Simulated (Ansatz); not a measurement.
**Relaxing nitrogen (solid alpha-N2)**

Method: DFT, RPBE, plane waves (420 eV) with PAW, scalar-relativistic (Ansatz 0.2.0). The PAW files were generated under PBE, with cores re-solved for the functional.

k-point mesh 3×3×3, Fermi-Dirac smearing 0.05 eV, no spin polarisation. Cell and atoms relax.

Starting structure:

```yaml
crystal:
  lattice:
    - [5.644, 0.0, 0.0]
    - [0.0, 5.644, 0.0]
    - [0.0, 0.0, 5.644]
  atoms:
    - { symbol: "N", position: [0.054, 0.054, 0.054] }
    - { symbol: "N", position: [0.446, 0.946, 0.554] }
    - { symbol: "N", position: [0.554, 0.446, 0.946] }
    - { symbol: "N", position: [0.946, 0.554, 0.446] }
    - { symbol: "N", position: [0.946, 0.946, 0.946] }
    - { symbol: "N", position: [0.554, 0.054, 0.446] }
    - { symbol: "N", position: [0.446, 0.554, 0.054] }
    - { symbol: "N", position: [0.054, 0.446, 0.554] }
hamiltonian:
  xc: rpbe
  pseudopotentials:
    kind: paw
    azcp:
      "N": "pseudopotentials/N.paw.azcp"
basis:
  ecutwfc: 420
  fft_grid_basis: typed
kpoints:
  mp_grid: { grid: [3, 3, 3], shift: [0, 0, 0] }
magnetization:
  spin_polarized: false
scf:
  occupations: { method: fermi_dirac, width: 0.05 }
relax:
  max_steps: 60
  f_tol: 0.01
  cell: {}
output:
  write_density: true
  write_potential: true
  elf: true
  volumetric_format: npy
```

Question: The pressure at the start is 11.4 GPa. By how much does the volume change?

Answer: From 22.47 to 31.36 Å³ per atom, 39.5 %. The final cell has a = 6.307 Å.

Question: How much energy does the relaxation gain?

Answer: 120.0 meV per atom.

Path of the relaxation (the plane waves are chosen anew near the end, which can shift the energy a little):

```csv
step,E − E(final) (meV/atom),V (Å³/atom),P (GPa),max force (eV/Å)
0,120.01,22.474,11.35,4.714
1,22.84,25.216,-1.21,0.606
2,21.04,25.331,-0.17,0.067
3,20.84,25.245,0.01,0.002
4,10.05,25.245,0.62,0.008
5,9.08,26.525,0.36,0.004
6,14.33,28.797,-0.03,0.002
7,13.67,28.639,0.00,0.004
8,2.00,28.639,0.21,0.002
9,2.62,29.413,0.14,0.000
10,8.40,31.729,0.11,0.083
11,7.04,31.360,0.00,0.003
12,0.00,31.360,0.04,0.000
```

This functional, with no dispersion term, lets the cell expand far past the measured one.
